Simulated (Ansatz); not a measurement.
Structure: an ordered 4-atom cell of SnC3 on the diamond lattice (R3m), at its r2SCAN minimum. It is trigonal, R3m (No. 160); a = 3.134 Å, c = 15.514 Å in the conventional setting, 11.00 Å³ an atom. Around C lie 3 C at 1.89 Å and 1 Sn at 2.16 Å; around C lie 1 C at 1.46 Å and 3 Sn at 2.06 Å; around C lie 4 C at 1.46–1.89 Å; around Sn lie 4 C at 2.06–2.16 Å.

```cif
data_structure
_symmetry_space_group_name_H-M 'R3m:H'
_symmetry_Int_Tables_number 160
_cell_length_a 3.1339
_cell_length_b 3.1339
_cell_length_c 15.5141
_cell_angle_alpha 90.000
_cell_angle_beta 90.000
_cell_angle_gamma 120.000
_cell_volume 131.95
loop_
_atom_site_label
_atom_site_type_symbol
_atom_site_symmetry_multiplicity
_atom_site_Wyckoff_symbol
_atom_site_fract_x
_atom_site_fract_y
_atom_site_fract_z
_atom_site_occupancy
C1 C 3 a 0.00000 0.00000 0.01426 1
C2 C 3 a 0.33333 0.66667 0.14422 1
C3 C 3 a 0.33333 0.66667 0.05000 1
Sn1 Sn 3 a 0.66667 0.33333 0.20819 1
```

The questions ask for values computed with Ansatz on this geometry. No magnetic order and no zero-point or thermal motion; the cell was built from a prototype and may be hypothetical.

Problem. What gap does r2SCAN give, and where are the band edges?

Solution. With r2SCAN the bands overlap by 0.03 eV (counted from 1, band 13 peaks at Γ and band 14 bottoms out at Γ–T (0.20 of the way from Γ)): no gap.

Problem. How does the gap change from r2SCAN to PBE+SOC (10×10×10)?

Solution. With PBE+SOC the valence top lies at Γ and the conduction bottom at Γ–T (0.10 of the way from Γ), 0.006 eV higher; the smallest vertical gap, at Γ–T (0.10 of the way from Γ), is 0.009 eV. (This is within a few times the smearing of 0.02 eV, so the filling near the edges can be smeared.) Least and direct gap differ so little that the kind isn't settled. Spin-orbit coupling itself accounts for +0.02 eV.

Problem. What does HSE06 give for the gap (6×6×6 mesh)?

Solution. With HSE06 the gap is 0.60 eV and direct, at Γ.

Problem. What do these levels agree on?

Solution. Direct and least gap lie within 0.04 eV at some levels, so the kind of gap isn't settled.

Only the levels marked +SOC include spin-orbit coupling.

Gaps or overlaps of about a tenth of an eV are at the limit of these meshes: between the points read a gap can be smaller or closed.

Gaps under 0.1 eV (PBE+SOC) can't be told from a closed one: the bands may be in normal order or already inverted, which a gap's size doesn't show.
